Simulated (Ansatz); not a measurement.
Start of a relaxation of Nd2As3W:

```cif
data_structure
_symmetry_space_group_name_H-M 'P 1'
_symmetry_Int_Tables_number 1
_cell_length_a 4.0356
_cell_length_b 4.0356
_cell_length_c 9.6385
_cell_angle_alpha 90.000
_cell_angle_beta 90.000
_cell_angle_gamma 120.000
_cell_volume 135.95
loop_
_atom_site_label
_atom_site_type_symbol
_atom_site_fract_x
_atom_site_fract_y
_atom_site_fract_z
_atom_site_occupancy
Nd1 Nd 0.33333 0.66667 0.67558 1
Nd2 Nd 0.66667 0.33333 0.32442 1
As1 As 0.00000 0.00000 0.50000 1
As2 As 0.33333 0.66667 0.17808 1
As3 As 0.66667 0.33333 0.82191 1
W1 W 0.00000 0.00000 0.00000 1
```

The calculation used Ansatz 0.2.0, DFT PBE, scalar-relativistic, plane waves, PAW, and for the lanthanide a 4f-in-core norm-conserving potential. Cutoff 660 eV, Gaussian smearing, Γ-centred meshes. Cell and atoms relax first on a coarse mesh and then on a finer one. In between, the cell is made exact in the group found at 0.06 Å. In metals the finer mesh still leaves noise of several meV/atom or more. The steps can't lower the symmetry of their start. No spin polarisation.

A guess keeps its type if space group and coordination stay and the shape of the cell changes little (axis ratios within about 15 %, angles within 6°); the volume may change.

Problem. Does it keep its structure type, or change into something else?

Solution. It keeps its type. The symmetry stays P-3m1 (No. 164). The volume per atom grows by 2.1 %, from 22.7 to 23.1 Å³. The shortest distance goes from 2.72 Å (Nd–As) to 2.65 Å (As–W). The ratio c/a of the conventional cell changes by a factor of 0.98. Counting neighbours within 15 % of an atom's shortest distance, the start has As 6, Nd 6, W 6 and the end As 6, Nd 6, W 6.

The zero of energy is the elements' standard structures at the same level; no fitted shifts are applied.

Problem. At what energy does it end?

Solution. −0.77 eV/atom. A negative formation energy is needed for stability but isn't enough: competing phases decide.

The last run used a 12×12×4 mesh (in the run's order of axes) for its 6-atom cell and Gaussian smearing of 0.10 eV. These runs have no spin–orbit coupling, which can matter for W. The reference form of As is held partly by dispersion forces, which this level lacks. Symmetry constrained the relaxation, so the result can be a saddle point.

The lanthanide is trivalent by construction, without f bands, f moments or other valences. The reference runs of the other elements, and any phases without the lanthanide, used 420 eV, which shifts energies against them by under 10 meV/atom. The lanthanide's reference is the lowest of its hcp, dhcp and fcc cells.
